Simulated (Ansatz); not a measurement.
Computed with DFT r2SCAN, scalar-relativistic, plane waves, PAW in Ansatz.

Structure of AlPt:

```
Al Pt
1.0
     3.06609    0.00000    0.00000
     0.00000    3.06609    0.00000
     0.00000    0.00000    3.06609
Al Pt
1 1
Direct
  0.00000 0.00000 0.00000
  0.50000 0.50000 0.50000
```

Plane waves to 500 eV, a k mesh through Γ of 14×14×14 on the computed 2-atom cell and Gaussian smearing (0.10 eV); no spin polarisation.

Levels along Γ–X–M–Γ–R–X | R–M, in eV from the Fermi level, sorted by energy at each point. Points in fractions of the primitive reciprocal vectors: Γ (0.000 0.000 0.000), X (0.000 0.500 0.000), M (0.500 0.500 0.000), R (0.500 0.500 0.500).
```tsv
point	k (1/Å, with 2π)	band 7	band 8	band 9	band 10	band 11	band 12	band 13
Γ	0.000	-6.07	-2.85	-2.85	-2.85	4.21	4.21	4.21
-	0.146	-6.03	-2.95	-2.95	-2.84	3.61	4.40	4.40
-	0.293	-5.94	-3.21	-3.21	-2.81	2.35	4.91	4.91
-	0.439	-5.83	-3.55	-3.55	-2.77	1.06	5.66	5.66
-	0.586	-5.69	-3.88	-3.88	-2.72	0.01	6.57	6.57
-	0.732	-5.55	-4.15	-4.15	-2.68	-0.64	6.84	7.56
-	0.878	-5.45	-4.33	-4.33	-2.65	-0.91	6.46	8.53
X	1.025	-5.41	-4.39	-4.39	-2.63	-0.98	6.32	9.09
-	1.171	-5.36	-4.37	-4.35	-2.72	-0.97	6.31	8.29
-	1.317	-5.21	-4.32	-4.25	-2.94	-0.97	6.18	6.76
-	1.464	-4.96	-4.25	-4.09	-3.24	-0.98	5.14	5.78
-	1.610	-4.62	-4.17	-3.87	-3.54	-1.02	3.62	5.16
-	1.756	-4.18	-4.09	-3.80	-3.64	-1.13	2.32	4.56
-	1.903	-4.04	-3.96	-3.68	-3.47	-1.35	1.42	4.12
M	2.049	-4.02	-4.02	-3.40	-3.40	-1.53	1.10	3.97
-	2.256	-4.00	-3.97	-3.73	-3.72	-1.13	1.59	4.33
-	2.463	-4.34	-4.17	-3.92	-3.82	-0.30	2.15	5.60
-	2.670	-4.93	-4.44	-3.77	-3.59	0.68	2.37	7.22
-	2.877	-5.42	-4.27	-3.53	-3.33	1.75	2.60	7.03
-	3.084	-5.78	-3.62	-3.23	-3.08	2.83	3.06	5.58
-	3.291	-6.00	-3.05	-2.96	-2.91	3.78	3.79	4.58
Γ	3.498	-6.07	-2.85	-2.85	-2.85	4.21	4.21	4.21
-	3.752	-5.97	-3.09	-3.02	-3.02	3.93	3.96	3.96
-	4.005	-5.68	-3.69	-3.49	-3.49	3.48	3.48	3.60
-	4.259	-5.37	-4.26	-4.04	-4.04	3.14	3.14	3.55
-	4.512	-5.67	-4.18	-3.83	-3.83	2.94	2.94	3.49
-	4.766	-6.33	-2.96	-2.96	-2.77	2.70	2.70	2.84
-	5.019	-6.81	-1.97	-1.97	-0.22	1.74	2.22	2.22
R	5.273	-6.98	-1.45	-1.45	1.23	1.84	1.84	1.84
-	5.480	-6.84	-1.96	-1.70	0.69	1.21	1.66	2.53
-	5.687	-6.48	-2.89	-2.74	-0.37	0.05	2.65	3.95
-	5.894	-6.14	-3.90	-3.77	-1.23	-0.71	4.12	5.56
-	6.101	-5.58	-4.49	-3.88	-2.41	-0.86	5.89	6.31
-	6.308	-5.00	-5.00	-3.41	-3.29	-0.94	6.33	7.02
-	6.515	-5.31	-4.56	-4.12	-2.81	-0.97	6.32	8.20
X	6.722	-5.41	-4.39	-4.39	-2.63	-0.98	6.32	9.09
R	6.722	-6.98	-1.45	-1.45	1.23	1.84	1.84	1.84
-	6.868	-6.91	-1.83	-1.45	1.40	1.55	1.55	1.69
-	7.015	-6.69	-2.74	-1.46	0.85	0.85	1.49	1.85
-	7.161	-6.33	-3.77	-1.48	-0.03	-0.03	1.34	2.47
-	7.308	-5.85	-4.69	-1.50	-0.97	-0.97	1.24	3.11
-	7.454	-5.25	-5.25	-1.90	-1.90	-1.51	1.17	3.60
-	7.600	-4.57	-4.57	-2.79	-2.79	-1.53	1.12	3.88
M	7.747	-4.02	-4.02	-3.40	-3.40	-1.53	1.10	3.97
```

Spin-orbit coupling is left out, which matters for the bands of heavy elements.

Cost: 1 run of about 0.5 core-minutes, on Arm Neoverse V1 (shared hosts).